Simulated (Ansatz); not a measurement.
Q: Each is relaxed and computed with LDA in the plane-wave PAW code Ansatz. Which is the only metal?
A) SiSe2, Ibam (Se on 8j, Si on 4a)
B) SiNi, Pnma (Si on 4c, Ni on 4c)
C) BP, Pnma (B on 4c, P on 4c)
D) BN, Pnma (B on 4c, N on 4c)

A: B, SiNi, Pnma (Si on 4c, Ni on 4c). SiNi: metal; SiSe2: gap 1.36 eV (indirect); BN: gap 5.63 eV (indirect); BP: gap 0.62 eV (indirect). Built on a structure type that need not be the filed one of that space group: BN, Pnma (B on 4c, N on 4c). Typed or built starts, not in the databases checked: BP, Pnma (B on 4c, P on 4c). Not the usual ambient phase: BN, Pnma (B on 4c, N on 4c); BP, Pnma (B on 4c, P on 4c). Weakly bound layers, chains or molecules computed without a dispersion correction, so cells and soft constants are ill determined: SiSe2, Ibam (Se on 8j, Si on 4a). All cells were relaxed under the symmetry of their starts (and spin orders); stability against distortions was not tested throughout. Rows with no word on spin ran without spin polarisation. Scalar-relativistic: spin–orbit coupling is off unless named, which matters more the heavier the elements.

Potentials: the later of the program's two PAW sets.
